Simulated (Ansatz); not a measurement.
Data:

NiGe:
```cif
data_GeNi
_chemical_formula_sum 'Ni1 Ge1'
_space_group_name_H-M_alt 'Pm-3m'
_space_group_IT_number 221
_space_group_name_Hall '-P 4 2 3'
_cell_length_a 2.92916
_cell_length_b 2.92916
_cell_length_c 2.92916
_cell_angle_alpha 90.000
_cell_angle_beta 90.000
_cell_angle_gamma 90.000
loop_
_atom_site_label
_atom_site_type_symbol
_atom_site_symmetry_multiplicity
_atom_site_Wyckoff_symbol
_atom_site_fract_x
_atom_site_fract_y
_atom_site_fract_z
_atom_site_occupancy
Ni1 Ni 1 a 0.00000 0.00000 0.00000 1
Ge1 Ge 1 b 0.50000 0.50000 0.50000 1
```

This is the PBEsol-relaxed structure.

Problem. All from PBEsol in the plane-wave PAW code Ansatz, unless another level is named. Give the bulk modulus (Birch–Murnaghan fit).

Solution. 154 GPa.

Problem. Next, the elastic constants (relaxed ions, GPa)?

Solution. C11 = 181, C12 = 141, C44 = 16.3.

The cell is a constructed one: a structure type filled with these elements; neither database checked (COD, Materials Project) lists it. COD files the formula under space group No. 62. Whether it is the stable phase at ambient conditions was not checked. The cell was relaxed with PBEsol under the symmetry of its start; its stability against distortions is not shown here. The workflow began spin-polarised and lost its moments. As this level gives no gap, shear constants depend on the k-mesh and smearing (Fermi–Dirac, 0.1 eV here).

Potentials: the earlier of the program's two PAW sets. The files were generated under PBE; for other functionals the program regenerates the frozen cores, and for LDA and PBEsol the local potential too.
